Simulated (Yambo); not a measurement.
Quantum ESPRESSO input (PBEsol, PseudoDojo standard norm-conserving files, scalar-relativistic) whose wavefunctions are converted with p2y:

```
&CONTROL
  calculation = 'nscf'
  pseudo_dir = './pseudo'
  outdir = './out'
/
&SYSTEM
  ibrav = 0
  nat = 2
  ntyp = 2
  ecutwfc = 72.0
  ecutrho = 288.0
  occupations = 'fixed'
  force_symmorphic = .true.
  nbnd = 119
/
&ELECTRONS
  conv_thr = 2e-09
  diago_full_acc = .true.
  diago_thr_init = 1e-08
/
ATOMIC_SPECIES
H 1.0080 H.upf
Rb 85.4678 Rb.upf
CELL_PARAMETERS angstrom
  0.000000000000   3.004080000000   3.004080000000
  3.004080000000   0.000000000000   3.004080000000
  3.004080000000   3.004080000000   0.000000000000
ATOMIC_POSITIONS crystal
H   0.000000000000   0.000000000000   0.000000000000
Rb   0.500000000000   0.500000000000   0.500000000000
K_POINTS automatic
4 4 4 0 0 0
```

Yambo's initialisation report on symmetry, reciprocal space, the k grid and the gaps on this mesh:

```
  [02.02] Symmetries
  ==================

  Inversion symmetry    : yes
  Spatial inversion     : yes
  Inversion index       :  25
  K-space Time-reversal : no
  Magnetic symmetries   : no
  Group table correct   : yes
  Symmetries units      :  [cc]

  [02.03] Reciprocal space
  ========================

  nG shells         :   317
  nG charge         :  30395
  nG WFs            :   4605
  nC WFs            :   3812
  G-vecs. in first 31 shells:  [ Number ]
     1    9   15   27   51   59   65   89  113
    137   169   181   229   259   283   307   331   339
    387   411   459   531   537   561   609   645   701
    725   749   821   869
  ...
  Shell energy in first 31 shells:  [ mHa ]
    0.00000      459.378      612.504      1225.01      1684.39      1837.51      2450.02      2909.39      3062.52
    3675.02      4134.40      4900.03      5359.41      5512.54      6125.04      6584.42      6737.55      7350.05
    7809.43      7962.55      8575.06      9034.44      9800.07      10259.4      10412.6      11025.1      11484.5
    11637.6      12250.1      12709.5      12862.6
  ...

  [02.04] K-grid lattice
  ======================

  Compatible Grid is   : 3D
  Base K vectors       :  K_min[ 1 ]  K_min[ 2 ]  K_min[ 3 ]
  K_min[ 1 ] :  0.000000  0.250000  0.000000 [rlu]
  K_min[ 2 ] :  0.000000  0.000000 -0.250000 [rlu]
  K_min[ 3 ] :  0.250000  0.000000  0.000000 [rlu]
  Grid dimensions      :   4   4   4
  K lattice UC volume  :  0.010593 [a.u.]

  IBZ K-points                                      :   8
  BZ  K-points                                      :   64

  K/Q-points units:
  rlu = crystal or reduced units; cc = cartesian coordinates; iku = interal k-units

  K [1]          [rlu]:  0.000000  0.000000  0.000000
         WF components:   3767
  K [2]          [rlu]:  0.000000  0.000000  0.250000
         WF components:   3756
  K [3]          [rlu]:  0.000000  0.000000 -0.500000
         WF components:   3798
  K [4]          [rlu]:  0.000000  0.250000  0.250000
         WF components:   3767
  K [5]          [rlu]:  0.000000  0.250000 -0.500000
         WF components:   3775
  K [6]          [rlu]:  0.000000  0.250000 -0.250000
         WF components:   3775
  K [7]          [rlu]:  0.000000 -0.500000 -0.500000
         WF components:   3812
  K [8]          [rlu]:  0.250000 -0.500000 -0.250000
         WF components:   3736

  [02.05] Energies & Occupations
  ==============================

  [X] === General ===
  [X] Electronic Temperature                        :  0.000000  0.000000 [eV K]
  [X] Bosonic    Temperature                        :  0.000000  0.000000 [eV K]
  [X] Finite Temperature mode                       : no
  [X] El. density                                   :  0.18443E+24 [cm-3]
  [X] Fermi Level                                   :  2.252992 [eV]

  [X] === Gaps and Widths ===
  [X] Conduction Band Min                           :  2.723265 [eV]
  [X] Valence Band Max                              :  0.000000 [eV]
  [X] Filled Bands                                  :   5
  [X] Empty Bands                                   :    6  119
  [X] Direct Gap                                    :  2.723265 [eV]
  [X] Direct Gap localized at k                     :  3
  [X] Indirect Gap                                  :  2.723265 [eV]
  [X] Indirect Gap between kpts                     :  3  3
  [X] Last valence band width                       :  1.948387 [eV]
  [X] 1st conduction band width                     :  3.997754 [eV]
```
The gaps are PBEsol values on this mesh alone; only operations without fractional translations are kept.

Geometry of the Materials Project entry, not relaxed at this level.
